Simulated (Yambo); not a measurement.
G0W0@PBEsol for KIO3 (space group R3m, No. 160) in Yambo (2×2×2 mesh, 7 Ry block, plasmon pole, screening fixed), without a terminator:

```csv
bands N in G,gap Z → Z (eV),shift of the valence edge (eV)
100,3.891,-0.107
166,3.876,-0.390
254,3.886,-0.541
```

Question: Extrapolate both columns to infinite N with E(N) = E∞ + A/N, test the form, and compare with the terminator.

Answer: From two points, E∞ = (N2 E2 − N1 E1)/(N2 − N1). The two largest N give 3.90 eV for the gap and -0.83 eV for the shift; the two smallest give 3.85 eV and -0.82 eV. For the gap the slopes A are 3.8 and -4.8 eV: the form isn't reached, and its limit is uncertain. For the shift the slopes A are 71 and 72 eV: the 1/N form holds. With the Bruneval-Gonze terminator and 254 bands the run gives 3.91 eV and -0.73 eV, 0.00 eV and 0.10 eV from the extrapolated values: the terminator too is an estimate of the remainder. Block, mesh and the bands in W are held fixed.

Spin-orbit coupling is included.

Geometry of the Materials Project entry, not relaxed at this level; primitive cell a = b = c = 4.4383 Å, α = β = γ = 88.67°.

A shift is the quasiparticle energy of the state minus its PBEsol energy.
